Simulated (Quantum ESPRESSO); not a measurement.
Space group R3m, hexagonal axes (No. 160); a = b = 6.531 Å, c = 8.253 Å, α = β = 90.00°, γ = 120.00°

```json
[
 {"atom": "O", "site": "9b", "symmetry": ".m", "x": "0.1893", "y": "0.3786", "z": "0.2758"},
 {"atom": "I", "site": "3a", "symmetry": "3m", "x": "0.0000", "y": "0.0000", "z": "0.5075"},
 {"atom": "Tl", "site": "3a", "symmetry": "3m", "x": "0.0000", "y": "0.0000", "z": "0.0029"}
]
```
(The calculation used a cell of 5 atoms; values per cell refer to that cell.)

Cell and atoms were relaxed with PBE+D3(BJ) from Materials Project entry mp-22981, within its symmetry.

Problem. What does norm-conserving PBEsol (Quantum ESPRESSO, 84 Ry, without SOC) give for the electronic structure near the Fermi level?

Solution. The PBEsol gap is 3.02 eV and nearly direct: the edges lie at 80 % of the way from L to B1 and Z, the smallest direct gap within 0.02 eV of it. Another valence and conduction extremum on the path lies within 0.02 eV, too close to call. Spin-orbit coupling is left out; with 6p states at a band edge it can lower the gap by many tenths of an eV, most of a small gap.

The structure is a Materials Project entry; no match was found in the copy of COD used, and its stability was not checked.
